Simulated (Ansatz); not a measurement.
AlWO$_{4}$ in space group Cmmm (No. 65; Al on 2b, W on 2d, O on 4h, O on 4i), the program Ansatz at the PBEsol level (PAW), all energies at zero smearing, with the estimated change up to a 700 eV cutoff added, with one set of potentials and settings (totals compare only within such a set). Cell of 6 atoms (1 Al, 1 W, 4 O): -13029.359 eV.

```json
[
 {"element": "Al", "reference phase": "Fm-3m, 1 atoms in the cell", "E (eV/atom)": "-524.5507"},
 {"element": "W", "reference phase": "Im-3m, 1 atoms in the cell", "E (eV/atom)": "-10256.5620"},
 {"element": "O", "reference phase": "C2/m, 4 atoms in the cell, spin-polarised", "E (eV/atom)": "-558.3554"}
]
```

Formation energy per atom, worked out: (-13029.359 − 1×(-524.5507) − 1×(-10256.5620) − 4×(-558.3554))/6 = -2.471 eV/atom (-238 kJ per mol of atoms), at 0 K, without zero-point energy or fitted corrections.

The first step of the workflow began from a Materials Project structure, measured or hypothetical; the Crystallography Open Database copy checked does not list it. COD files the formula under space group No. 12, so this cell is another polymorph or a model. Its standing as an ambient phase is unchecked. Symmetry was held in the PBEsol relaxation; its stability against distortions is not shown here. The run is not spin-polarised. No Hubbard U is applied. The references are the lowest solids computed at this level, not always the standard phases (solids in place of the gases). Spin–orbit coupling is left out wherever it is not named.

Potentials: the later of the program's two PAW sets.
